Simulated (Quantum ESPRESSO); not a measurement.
## Band energies of CaHI

```
CaHI
1.0
    3.97973     0.00000     0.00000
    0.00000     3.97973     0.00000
    0.00000     0.00000     8.59084
H Ca I
2 2 2
Direct
  0.50000   0.50000   0.00000
  0.00000   0.00000   0.00000
  0.00000   0.50000   0.13827
  0.50000   0.00000   0.86173
  0.00000   0.50000   0.67974
  0.50000   0.00000   0.32026
```

PBEsol (pw.x of Quantum ESPRESSO, ONCV potentials, without SOC); path ΓXMΓZRAZ,XR,MA; energies in eV from the valence-band maximum.

```csv
k (1/Å),point,band 14,band 15,band 16,band 17,band 18,band 19,band 20,band 21
0.00,Γ,-1.23,-0.91,-0.91,-0.55,-0.55,3.29,3.55,4.37
0.20,,-1.45,-0.94,-0.88,-0.66,-0.54,3.51,3.53,4.24
0.59,,-2.03,-0.78,-0.66,-0.65,-0.53,3.43,3.79,4.07
0.79,X,-2.59,-0.67,-0.67,-0.57,-0.57,3.59,3.59,4.36
1.18,,-2.36,-1.79,-1.79,-1.02,-1.02,3.57,3.57,4.68
1.38,,-2.35,-2.07,-2.07,-1.35,-1.35,3.17,3.17,5.17
1.58,M,-2.45,-1.80,-1.80,-1.63,-1.63,2.92,2.92,5.46
1.76,,-2.36,-2.24,-1.75,-1.57,-1.29,3.10,3.20,5.03
1.95,,-2.41,-2.11,-1.59,-1.41,-0.95,3.48,3.74,4.37
2.32,,-1.91,-1.22,-1.11,-1.07,-0.54,3.70,3.95,4.16
2.51,,-1.47,-0.99,-0.91,-0.76,-0.52,3.56,3.58,4.22
2.70,Γ,-1.23,-0.91,-0.91,-0.55,-0.55,3.29,3.55,4.37
2.70,Z,-0.94,-0.94,-0.52,-0.52,0.00,3.21,3.82,4.29
2.85,,-1.21,-0.92,-0.73,-0.51,-0.05,3.39,3.91,4.10
3.17,,-2.11,-1.25,-0.76,-0.50,-0.49,3.78,3.99,4.07
3.33,,-1.82,-1.52,-0.87,-0.66,-0.52,3.91,4.14,4.19
3.48,R,-1.94,-1.30,-1.30,-0.58,-0.58,4.05,4.05,4.47
3.64,,-1.95,-1.31,-1.31,-0.83,-0.83,4.12,4.12,4.33
3.80,,-2.02,-1.48,-1.48,-1.22,-1.22,4.06,4.06,4.31
4.12,,-2.58,-1.79,-1.79,-1.49,-1.49,3.86,3.86,4.24
4.27,A,-2.60,-1.69,-1.69,-1.68,-1.68,3.83,3.83,4.24
4.59,,-2.41,-1.85,-1.69,-1.49,-1.09,3.57,4.13,4.49
4.75,,-2.19,-1.77,-1.73,-1.26,-0.77,3.54,4.27,4.62
5.07,,-1.52,-1.26,-1.22,-0.71,-0.21,3.75,3.89,4.32
5.23,,-1.11,-1.04,-0.73,-0.56,-0.05,3.42,3.90,4.12
5.39,Z,-0.94,-0.94,-0.52,-0.52,0.00,3.21,3.82,4.29
5.39,X,-2.59,-0.67,-0.67,-0.57,-0.57,3.59,3.59,4.36
5.57,,-2.31,-0.93,-0.93,-0.58,-0.58,3.82,3.82,4.41
5.76,R,-1.94,-1.30,-1.30,-0.58,-0.58,4.05,4.05,4.47
5.76,M,-2.45,-1.80,-1.80,-1.63,-1.63,2.92,2.92,5.46
6.12,A,-2.60,-1.69,-1.69,-1.68,-1.68,3.83,3.83,4.24
```

The PBEsol gap is indirect, 2.92 eV, from Z to M; the smallest direct gap is 3.21 eV.

Spin-orbit coupling is left out, which matters for elements this heavy: edges can move by tenths of an eV.

Geometry relaxed with PBE+D3(BJ).
